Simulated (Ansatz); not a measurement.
## Ag$_{2}$HgGeSe$_{4}$: reading a single point

```
Ge Hg Ag Se
1.0
    -3.44178    3.54175    4.02452
     3.44178   -3.54175    4.02452
     3.44178    3.54175   -4.02452
Ge Hg Ag Se
1 1 2 4
Direct
  0.50000 0.50000 0.00000
  0.00000 0.00000 0.00000
  0.70920 0.20920 0.50000
  0.29080 0.79080 0.50000
  0.85125 0.85325 0.38400
  0.46925 0.46725 0.61600
  0.14875 0.53275 0.00200
  0.53075 0.14675 0.99800
```

Method: PBE, no spin polarisation; PAW, plane waves to 420 eV, 7×7×7 Γ-centred mesh, fermi-dirac occupations (width 0.1 eV) (Ansatz 0.2.0), atoms fixed.

Task: How is the charge shared?

Result: Bader charges in e: Ag +0.32, Hg +0.29, Ge +1.00, Se -0.48. In the mean Ge gives up most and Se takes most.

Task: Where is the largest force?

Result: The largest is on Se5 (and as large on other atoms): 1.22 eV/Å, components (0.60, 0.90, 0.58). It makes 169° with the line to a nearest neighbour, Ge1 at 2.29 Å, pointing away from it.

Task: Is the cell too large or too small?

Result: The pressure is 4.2 GPa (compression positive), so with the atoms held at these fractions the cell would first expand; the forces are large, so a full relaxation may end otherwise. The principal stresses 3.4, 4.1, 5.0 GPa differ, so its shape would change too.

Task: Is there a gap?

Result: It is a metal, with about 3.2 states/eV a cell as the mean within 0.25 eV of the Fermi level, mostly Se p (59 %), Hg s (19 %) and Ag d (12 %).

Origin: a known structure type with other elements, at an estimated volume, so it need not be a known compound. Caveats: many states at the Fermi level without spin polarisation, so a magnetic state may lie lower.
